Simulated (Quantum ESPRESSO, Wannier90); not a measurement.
# GeO2 (rutile): Wannier90 run

```
begin unit_cell_cart
ang
    4.4124200000    0.0000000000    0.0000000000
    0.0000000000    4.4124200000    0.0000000000
    0.0000000000    0.0000000000    2.8765100000
end unit_cell_cart
begin atoms_frac
Ge   0.5000000000  0.5000000000  0.5000000000
Ge   0.0000000000  0.0000000000  0.0000000000
O   -0.3057700000 -0.3057700000  0.0000000000
O    0.3057700000  0.3057700000  0.0000000000
O   -0.1942300000  0.1942300000  0.5000000000
O    0.1942300000 -0.1942300000  0.5000000000
end atoms_frac
```

Structure: Materials Project mp-470, symmetrised, not relaxed again. COD (Crystallography Open Database) has the formula in 3 space groups, this one among them (matched by group alone). Level: PBEsol, spinors with spin-orbit coupling; pw.x of Quantum ESPRESSO at 68 Ry with PseudoDojo potentials, 4×4×6 k-points, Wannier90. Density: 8×8×10 mesh, Gaussian smearing 0.01 Ry.

Bands 21-28 form an isolated set from -21.03 to -16.84 eV relative to the valence-band maximum (on the path) and are turned into 8 Wannier functions by minimising the spread from the start: atomic waves O 2s.

Centres (Cartesian, Å; one of the equivalent choices) and spreads:

| n | x | y | z | spread (Å²) | nearest atom |
|---|---|---|---|---|---|
| 1 | -1.391 | -1.391 | 0.000 | 0.817 | O3 |
| 2 | -1.391 | -1.391 | 0.000 | 0.817 | O3 |
| 3 | 1.391 | 1.391 | 0.000 | 0.817 | O4 |
| 4 | 1.391 | 1.391 | 0.000 | 0.817 | O4 |
| 5 | -0.815 | 0.815 | 1.438 | 0.817 | O5 |
| 6 | -0.815 | 0.815 | 1.438 | 0.817 | O5 |
| 7 | 0.815 | -0.815 | 1.438 | 0.817 | O6 |
| 8 | 0.815 | -0.815 | 1.438 | 0.817 | O6 |

Ω_I = 6.52 Å², Ω_total = 6.54 Å²; the interpolated bands follow pw.x to 0.4 meV rms on the path. Only this start was tried; a symmetric start can stop on a saddle, and mixtures of these functions could lower the total by at most Ω_total − Ω_I.
